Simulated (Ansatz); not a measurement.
## Is this TaW₅ structure a true minimum?

The structure comes from a generated guess, relaxed at this level; another structure or a mixture of phases may lie lower.

The calculation used DFT PBE, scalar-relativistic, plane waves, PAW (Ansatz). Settings: cutoff 420 eV, Γ-centred mesh 12×12×4 on the computed 6-atom cell, Gaussian smearing of 0.10 eV; no spin polarisation.

The cell below (6 atoms, space group P4/mmm (No. 123)) is relaxed within its symmetry.

```yaml
crystal:
  lattice:
    - [3.19846, 0.00000, 0.00000]
    - [0.00000, 3.19846, 0.00000]
    - [0.00000, 0.00000, 9.63334]
  atoms:
    - { symbol: Ta, position: [0.50000, 0.50000, 0.50000] }
    - { symbol: W, position: [0.00000, 0.00000, 0.00000] }
    - { symbol: W, position: [0.50000, 0.50000, 0.16527] }
    - { symbol: W, position: [0.00000, 0.00000, 0.32856] }
    - { symbol: W, position: [0.00000, 0.00000, 0.67144] }
    - { symbol: W, position: [0.50000, 0.50000, 0.83473] }
```

For the test a repeat of it with 12 atoms (edges 3.20, 6.40, 9.63 Å) was strained at random (σ = 1.5 % a component), the atoms were moved at random (σ = 0.10 Å), and all was relaxed again on a coarse 6×4×2 mesh (in the run’s order of axes) with 0.20 eV smearing, with no symmetry imposed.

Spin–orbit coupling, which can matter for Ta and W, is left out.

Q: Does it come back?

A: It returns, within 1 meV/atom of the unmoved cell on that mesh and with the same symmetry when read at 0.1 Å. No instability shows in this cell; modes of other wave vectors, which need another repeat, aren't tested.
